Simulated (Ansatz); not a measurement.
# Ti3O4: do energies and stresses tell the same story?

All numbers below come from DFT r2SCAN, scalar-relativistic, plane waves, PAW (Ansatz 0.2.0).

Plane waves to 500 eV, a k mesh through Γ of 8×8×12 on the computed 7-atom cell and Gaussian smearing (0.10 eV); no spin polarisation.

Relaxed cell: Cmmm, a = 5.848 Å, b = 8.122 Å, c = 2.999 Å, α = 90.00°, β = 90.00°, γ = 90.00°, 7 atoms in the primitive cell. Whether it is the stable form of this composition wasn't checked.

Energies at zero smearing and pressures from the stress tensor, at volumes with shape and atoms relaxed:
```csv
V (Å³/atom),E − E(first) (meV/atom),P (GPa)
8.954,0.00,32.57
9.259,-51.91,22.28
9.564,-85.76,13.58
9.870,-104.35,6.23
10.175,-110.04,0.01
10.480,-104.86,-5.24
10.785,-90.45,-9.69
11.192,-59.34,-14.56
```

Question: Check P = −dE/dV between neighbouring volumes, and get the bulk modulus from the pressures alone.

Answer: With 1 eV/Å³ = 160.2 GPa:
```tsv
middle V (Å³/atom)	−ΔE/ΔV (GPa)	mean P (GPa)
9.107	27.247	27.423
9.412	17.768	17.927
9.717	9.754	9.902
10.022	2.990	3.120
10.328	-2.722	-2.614
10.633	-7.559	-7.464
10.989	-12.251	-12.124
```

The two differ by 0.18 GPa at most. The mean of two end pressures misses the average over a step by about ΔV² P″/12, up to 0.14 GPa here; with that taken off 0.04 GPa remains. The stress is the derivative of the free energy, not of the energy at zero smearing, and with free energies 0.01 GPa remains. Around V = 10.175 Å³/atom, the two neighbours give B = −V ΔP/ΔV = 10.175 × 11.47 / 0.610 = 191.1 GPa, against B0 = 190.2 GPa from the Birch–Murnaghan fit of the energies.

Spin polarisation was left out, and a magnetic state may lie lower.

A ferromagnetic start lost its moments in a first run, so spin was left out; other magnetic orders weren't tried.